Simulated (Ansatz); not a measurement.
Single point in Ansatz 0.2.0 with r2SCAN, no spin polarisation. Cutoff 500 eV, PAW datasets, 5×5×5 Γ-centred k mesh, gaussian filling (width 0.0129 eV).

Computed maps in the lattice plane spanned by a (left to right, 6.24 Å, 19 points from zero) and c (bottom to top, 6.35 Å, 19 points from zero), 119° apart, at height 0.500 along b. The fields are smooth PAW ones with compensation charges, not the true ones near nuclei.

Valence density. Digits on a logarithmic scale: 0 up to 0.03 e/Å³, each further digit a factor of 1.6, 9 from 1.3 e/Å³ up:
```
2234444222357898643
1122221123579999642
1111111135799998642
1100011346899997542
2111223467999986543
3223345667898876654
4334578777777778865
4456999976666799975
4568999865557999975
4579999755568999865
4579997666679999654
4568877777777875433
3456678898766543322
2345689999764322111
1245799998643110001
1246899997531111111
1246999975321122221
2346898753222444432
2245666532235666542
```

ELF. Ten even steps from '0' (0.00) to '9' (0.85):
```
0158987300489999972
0024431004898679861
0000000037873158851
0000000268851279741
1000012479864798631
1101122379988985222
1112222348878632222
1122200235554210122
1222000222222000022
1220000222222000222
1221012455532002221
1222236878843222211
1222589889973221101
1136897468974210000
0147972158862000000
0158851378730000000
0168976898400134420
0279999984003789851
0179999840048999971
```

Problem. The cell is CdGaSe2. Which atoms lie within 0.2 Å of this plane, and where (fractions of a and c)?

Solution. Ga at (0.75, 0.50), Ga at (0.25, 0.50), Se at (0.66, 0.81), Se at (0.34, 0.19). The whole cell:
```
Cd Ga Se
1.0
     0.00000    0.00000    6.23759
     3.91393   -3.91393    3.11880
     3.91393    3.91393   -3.11880
Cd Ga Se
2 2 4
Direct
  0.25000 0.00000 0.00000
  0.75000 0.00000 0.00000
  0.75000 0.50000 0.50000
  0.25000 0.50000 0.50000
  0.65700 0.50000 0.81400
  0.15700 0.18600 0.50000
  0.34300 0.50000 0.18600
  0.84300 0.81400 0.50000
```

Origin: a known structure type with other elements, at an estimated volume, so it need not be a known compound. Caveats: many states at the Fermi level without spin polarisation, so a magnetic state may lie lower; atoms or cell far from equilibrium.
